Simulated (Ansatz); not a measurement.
**Question.** Each is relaxed and computed with plane-wave PAW PBE (Ansatz code). Which is the only metal?
(A) LiNbO3, R3c (Li on 6a, Nb on 6a, O on 18b)
(B) NbC2, MoSi2 or CaC2 type
(C) SiC, zinc blende
(D) SnC, wurtzite

**Answer.** B, NbC2, MoSi2 or CaC2 type. NbC2: metal; SnC: gap 0.80 eV (direct); LiNbO3: gap 3.54 eV (indirect); SiC: gap 1.37 eV (indirect). Typed or built starts, not in the databases checked: NbC2, MoSi2 or CaC2 type; SnC, wurtzite. All cells were relaxed under the symmetry of their starts (and spin orders); stability against distortions was not tested throughout. Rows with no word on spin ran without spin polarisation. Scalar-relativistic: spin–orbit coupling is off unless named, which matters more the heavier the elements.

Potentials: the earlier of the program's two PAW sets.
